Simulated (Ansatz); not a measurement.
Calculation for AlCo (rocksalt type): DFT, LDA, all-electron LAPW, scalar-relativistic (Ansatz 0.2.0). This run: volume at 0.64 of the series' base cell.

The cell comes from a relaxation on PAW files under the same functional, begun from a prototype that needn't be the stable phase.

Command: `ansatz run input.yaml --threads 1 --pin off --max-ram 2048MiB --backend cpu --events-out ev --progress --plain --runs-dir out` It took 17 s on 1 thread of Arm Neoverse V2, with other jobs on the host, peak memory 0.44 GiB.

```yaml
crystal:
  lattice:
    - [0.0, 2.0168308394, 2.0168308394]
    - [2.0168308394, 0.0, 2.0168308394]
    - [2.0168308394, 2.0168308394, 0.0]
  atoms:
    - { symbol: Co, position: [0.0, 0.0, 0.0] }
    - { symbol: Al, position: [0.5, 0.5, 0.5] }
kpoints:
  mp_grid: { grid: [15, 15, 15] }
scf:
  occupations: { method: fermi_dirac, width: 0.08 }
hamiltonian:
  xc: lda
  pseudopotentials: { kind: all_electron, lapw: { basis_error: 0.001 } }
output:
  forces: true
  stress: true
  eigenvalues: true
  populations: true
```

Output:

```
Co: projections on atomic orbitals take those of the free atom 1s2 2s2 2p6 3s2 3p6 3d7 4s2, of charge +0.00 (hamiltonian.pseudopotentials.projection_atoms)
Al: projections on atomic orbitals take those of the free atom 1s2 2s2 2p6 3s2 3p1, of charge +0.00 (hamiltonian.pseudopotentials.projection_atoms)
LAPW: plane waves up to 10.586 Å⁻¹, error target 1.0e-3 eV per atom; small_component_spin mean_spin; Al in spheres of 0.937 Å, 11 of its electrons in bands, Dirac shells []; Co in spheres of 1.080 Å, 17 of its electrons in bands, Dirac shells [] (how accurate: hamiltonian.pseudopotentials.lapw.basis_error, Limitations)
Engine: ansatz 0.2.0
Pseudopotentials: kind: all_electron
Pseudopotential: Co, LAPW, valence charge 17, lapw/all_electron/scalar/gaussian/Co, Koelling and Harmon's equation, gaussian nucleus
Pseudopotential: Al, LAPW, valence charge 11, lapw/all_electron/scalar/gaussian/Al, Koelling and Harmon's equation, gaussian nucleus
Functional definition: SPW92
  exchange = slater_x
  correlation = pw_c
Crystal: 2 atoms, lattice volume = 16.407 Å³
Basis set: ecut = 426.97953221415963 eV, 331 PW (Γ), exchange–correlation at level 2
Bands: 18, of which v1, the nominal top of the filled ones, is band 14 counted from 1 (13 counted from 0)
Symmetry: 48 space group operations
Space group: Fm-3m (ITA 225), of the structure as read, at distance tolerance 2.5e-5 Å
k-points: 120 of 3375
Non-local potential: Co, projectors of the file, none
Non-local potential: Al, projectors of the file, none
Initial density: superposition of atomic densities (chi_scale 0.1, normalization cell, long waves kept (reshape's long-wave potential 0.00 eV rms))
Initial wavefunctions: plane waves of lowest kinetic energy (no species holds an atomic orbital)
Functional: x = slater, c = lda
iter 1 solved again at ethr=3.93e-3 eV; its pass at ethr=1.00e-1 eV (dr2=1.10e0 eV) is discarded
SCF iter   1: F=—  HF=-44434.500675 eV  |F-HF|=—  |Δ(HF+E_count)|=         —  Δρ=8.20e-2  dr2=1.10e0  ethr=3.93e-3  ⟨swp⟩=2.0  Hψ=13871  notcnv=0
preconditioner: auto → none  [metal: Δε(μ)=0.010 eV  Ē_g=11.413 eV  σ=0.080 eV  W_gap=0.03  n_scr=8 (ndim 8)  ℏωp=31.8 eV  f_vac=0.000  D(μ)=0.59/eV (n_scr^D=0)  sad-step TF]
SCF iter   2: F=—  HF=-44434.727957 eV  |F-HF|=—  |Δ(HF+E_count)|=   2.27e-1  Δρ=4.90e-2  dr2=2.35e-1  ethr=3.92e-3  ⟨swp⟩=3.0  Hψ=6728  notcnv=0
SCF iter   3: F=—  HF=-44433.888480 eV  |F-HF|=—  |Δ(HF+E_count)|=   8.39e-1  Δρ=1.50e-2  dr2=2.89e-2  ethr=8.40e-4  ⟨swp⟩=2.9  Hψ=6564  notcnv=0
SCF iter   4: F=—  HF=-44433.815317 eV  |F-HF|=—  |Δ(HF+E_count)|=   7.32e-2  Δρ=6.53e-3  dr2=5.56e-3  ethr=1.03e-4  ⟨swp⟩=2.1  Hψ=6361  notcnv=0
iter 5 solved again at ethr=5.54e-7 eV; its pass at ethr=1.99e-5 eV (dr2=1.55e-4 eV) is discarded
SCF iter   5: F=—  HF=-44433.810216 eV  |F-HF|=—  |Δ(HF+E_count)|=   5.10e-3  Δρ=1.05e-3  dr2=1.55e-4  ethr=5.54e-7  ⟨swp⟩=2.0  Hψ=10280  notcnv=0
SCF iter   6: F=—  HF=-44433.810156 eV  |F-HF|=—  |Δ(HF+E_count)|=   5.95e-5  Δρ=8.58e-5  dr2=5.34e-7  ethr=5.54e-7  ⟨swp⟩=2.0  Hψ=5909  notcnv=0
SCF iter   7: F=-44433.810156 eV  HF=-44433.810156 eV  |F-HF|=5.39e-8  |Δ(HF+E_count)|=   1.33e-8  Δρ=8.19e-6  dr2=8.89e-9  ethr=1.91e-9  ⟨swp⟩=2.0  Hψ=5913  notcnv=0
SCF 1 converged in 7 iterations: F = -44433.810156 eV  dr2 = 8.89e-9
SCF converged after 7 iterations
Free energy (F): -44433.810156 eV
Harris-Foulkes:  -44433.810156 eV  (|F-HF|=5.39e-8)
Internal energy: -44433.798570 eV  (E = F + TS)
E sigma→0 (E₀):  -44433.804363 eV
Entropy (-TS):   -0.011586 eV (-5.793 meV/atom)
Fermi energy:    23.522796 eV
--- Per-component energies (eV) ---
  E_band       = -517.806127
  E_kinetic    = 45033.725541
  E_xc         = -2056.037459
  E_electrostatic = -87411.486652  (all electrons and nuclei)
  E_smearing   = -0.011586  (= −TS)
  E_closure    = 0.000000  (closes the sum)
  E_atoms      = -44423.629603  (free atoms, spherical and without spin; not in F)
  Σ components = -44433.810156   (vs F -44433.810156, Δ=0.00e0)
  Basis errors (estimates in eV, not in F): energy 3.5e-4 per atom: plane waves 3.3e-4 (1.8e-4 summed), levels above the bands 1.3e-66, relativity 1.6e-8, radial functions 2.6e-5, core shells 8.1e-8; eigenvalues (radial functions only) 2.0e-6; not estimated: angular momenta, meshes, grids; target (lapw.basis_error) 1.0e-3; muffin-tin radii Al 0.937 Å, Co 1.080 Å
--- Forces (eV/Å), atoms counted from 1 ---
  atom   1  Co    -0.00000000     0.00000000     0.00000000
  atom   2  Al     0.00000000     0.00000000    -0.00000000
  max |Σ_I F_I| component: 5.18e-31 eV/Å
--- Stress (GPa, compression-positive) ---
      155.217683      -0.000000      -0.000000
       -0.000000     155.217683       0.000000
       -0.000000       0.000000     155.217683
  P = ⅓ Tr σ = 155.2177 GPa (1552.177 kbar)
--- Band table (eV; the first three rows and the last of 120) ---
  k-point 0: bands = ["-78.3552", "-70.7513", "-40.5390", "-40.5390", "-40.5390", "-34.5604", "-34.5604", "-34.5604", "9.9329", "19.9282", "19.9282", "19.9282", "20.4622", "20.4622", "35.0489", "35.0489", "35.0489", "36.2084"]
  k-point 1: bands = ["-78.3548", "-70.7512", "-40.5394", "-40.5387", "-40.5387", "-34.5655", "-34.5620", "-34.5620", "10.0634", "19.8466", "19.9719", "19.9719", "20.4517", "20.4517", "33.9921", "34.9507", "34.9507", "35.9407"]
  k-point 2: bands = ["-78.3538", "-70.7509", "-40.5407", "-40.5378", "-40.5378", "-34.5800", "-34.5664", "-34.5664", "10.4501", "19.6156", "20.0418", "20.0418", "20.4830", "20.4830", "31.9584", "34.6966", "34.6966", "35.9276"]
  k-point 119: bands = ["-78.3450", "-70.7448", "-40.5766", "-40.5725", "-40.5367", "-34.6208", "-34.6091", "-34.6042", "17.4046", "17.7926", "17.8620", "20.1173", "22.3729", "23.7192", "24.0864", "24.6608", "27.1669", "37.3360"]
--- Löwdin populations: 2 sites ---
  site symbol       q [e]
     0     Co     26.7855
     1     Al     13.0471
  spilling = 0.004183 (of n_electrons = 40.000000)
```

populations.tsv:

```
# site	symbol	l	j	q
# orbitals = lowdin
# n_electrons = 40.000000
# spilling = 0.004183
# projection_atom_Co: 1s2 2s2 2p6 3s2 3p6 3d7 4s2
# projection_atom_Al: 1s2 2s2 2p6 3s2 3p1
0	Co	0_1S	-	1.999901
0	Co	0_2S	-	1.994893
0	Co	0_3S	-	1.897846
0	Co	0_4S	-	0.396813
0	Co	1_2P	-	5.999933
0	Co	1_3P	-	5.973481
0	Co	2_3D	-	8.522682
1	Al	0_1S	-	1.999552
1	Al	0_2S	-	1.966812
1	Al	0_3S	-	0.939142
1	Al	1_2P	-	5.988769
1	Al	1_3P	-	2.152855
```

Next run (volume at 0.55 of the series' base cell), as changes to the input before:

```diff
   lattice:
-    - [0.0, 2.0168308394, 2.0168308394]
-    - [2.0168308394, 0.0, 2.0168308394]
-    - [2.0168308394, 2.0168308394, 0.0]
+    - [0.0, 1.9174779509, 1.9174779509]
+    - [1.9174779509, 0.0, 1.9174779509]
+    - [1.9174779509, 1.9174779509, 0.0]
   atoms:
   mp_grid: { grid: [15, 15, 15] }
+  band_path:
+    path:
+      - [0.0, 0.0, 0.0]
+      - [0.5, 0.0, 0.5]
+      - [0.625, 0.25, 0.625]
+      - [0.375, 0.375, 0.75]
+      - [0.0, 0.0, 0.0]
+      - [0.5, 0.5, 0.5]
+      - [0.5, 0.25, 0.75]
+      - [0.5, 0.0, 0.5]
+    npoints: 8
 scf:
   populations: true
+  dos: { projected: true, de: 0.2, e_range: [-14, 8] }
```

Results part of the output:

```
SCF 1 converged in 7 iterations: F = -44430.753654 eV  dr2 = 1.41e-8
NSCF: frozen V_eff on 57 k-points
SCF converged after 7 iterations
Free energy (F): -44430.753654 eV
Harris-Foulkes:  -44430.753654 eV  (|F-HF|=2.18e-8)
Internal energy: -44430.744427 eV  (E = F + TS)
E sigma→0 (E₀):  -44430.749040 eV
Entropy (-TS):   -0.009227 eV (-4.614 meV/atom)
Fermi energy:    27.985354 eV
--- Per-component energies (eV) ---
  E_band       = -413.062692
  E_kinetic    = 45057.201492
  E_xc         = -2061.388855
  E_electrostatic = -87426.557063  (all electrons and nuclei)
  E_smearing   = -0.009227  (= −TS)
  E_closure    = 0.000000  (closes the sum)
  E_atoms      = -44423.629603  (free atoms, spherical and without spin; not in F)
  Σ components = -44430.753654   (vs F -44430.753654, Δ=0.00e0)
  Basis errors (estimates in eV, not in F): energy 3.6e-4 per atom: plane waves 3.3e-4 (1.8e-4 summed), levels above the bands 4.0e-76, relativity 2.5e-8, radial functions 3.1e-5, core shells 3.8e-7; eigenvalues (radial functions only) 1.6e-6; not estimated: angular momenta, meshes, grids; target (lapw.basis_error) 1.0e-3; muffin-tin radii Al 0.893 Å, Co 1.025 Å
--- Forces (eV/Å), atoms counted from 1 ---
  atom   1  Co     0.00000000     0.00000000     0.00000000
  atom   2  Al     0.00000000    -0.00000000    -0.00000000
  max |Σ_I F_I| component: 2.50e-30 eV/Å
--- Stress (GPa, compression-positive) ---
      281.938845      -0.000000       0.000000
       -0.000000     281.938845       0.000000
        0.000000       0.000000     281.938845
  P = ⅓ Tr σ = 281.9388 GPa (2819.388 kbar)
--- Band table (eV; the first three rows and the last of 120) ---
  k-point 0: bands = ["-74.4801", "-66.8809", "-36.6525", "-36.6525", "-36.6525", "-30.6967", "-30.6967", "-30.6967", "13.0150", "23.2608", "23.2608", "23.2608", "23.9939", "23.9939", "40.5530", "41.1774", "41.1774", "41.1774"]
  k-point 1: bands = ["-74.4791", "-66.8810", "-36.6529", "-36.6517", "-36.6517", "-30.7063", "-30.7000", "-30.7000", "13.1615", "23.1651", "23.3177", "23.3177", "23.9881", "23.9881", "39.5834", "40.8719", "41.0174", "41.0174"]
  k-point 2: bands = ["-74.4764", "-66.8813", "-36.6542", "-36.6494", "-36.6494", "-30.7334", "-30.7092", "-30.7092", "13.5940", "22.9006", "23.4305", "23.4305", "24.0286", "24.0286", "37.4543", "40.6269", "40.6269", "40.9862"]
  k-point 119: bands = ["-74.4539", "-66.8735", "-36.7345", "-36.7252", "-36.6412", "-30.8122", "-30.7706", "-30.7652", "20.8288", "21.1147", "21.1384", "23.8667", "26.3511", "28.2365", "28.5433", "29.2721", "32.2960", "42.6544"]
--- Löwdin populations: 2 sites ---
  site symbol       q [e]
     0     Co     26.8669
     1     Al     12.9530
  spilling = 0.004502 (of n_electrons = 40.000000)
```

Spin polarisation is left out, though a magnetic state may lie lower.
